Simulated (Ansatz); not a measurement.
BAs:
```yaml
crystal:
  lattice:
    - [0.00000, 2.38556, 2.38556]
    - [2.38556, 0.00000, 2.38556]
    - [2.38556, 2.38556, 0.00000]
  atoms:
    - { symbol: B, position: [0.75000, 0.75000, 0.75000] }
    - { symbol: As, position: [0.00000, 0.00000, 0.00000] }
```

Relaxed with HSE06. Special points in fractions of this cell's reciprocal vectors: Γ (0.000, 0.000, 0.000); X (0.500, 0.000, 0.500); U (0.625, 0.250, 0.625); K (0.375, 0.375, 0.750); L (0.500, 0.500, 0.500); W (0.500, 0.250, 0.750).

List the band energies nearest the valence-band maximum at these points for HSE06 (plane waves, PAW; program Ansatz).

In eV from the valence-band maximum; about four levels below and three above (degenerate sets whole), none deeper than 8.9 eV; … stands for higher levels left out; points with the same levels are listed once.

```
k           below            above
-  --------------  ---------------
Γ  0.00 0.00 0.00   4.12 4.12 4.12
X     -4.49 -4.49      2.06 2.13 …
U     -6.52 -3.83  2.75 6.57 10.63
L     -2.00 -2.00   3.58 5.71 5.71
W     -6.00 -5.69   6.18 7.18 7.71
```

Space group F-43m (zinc blende). The cell was relaxed with HSE06 under the symmetry of its start. The hybrid was solved on a coarse mesh, the path and, where they were found, the r²SCAN edge points; its band edges are the extreme levels among these. Spin–orbit coupling is left out wherever it is not named.

Potentials: the earlier of the program's two PAW sets.
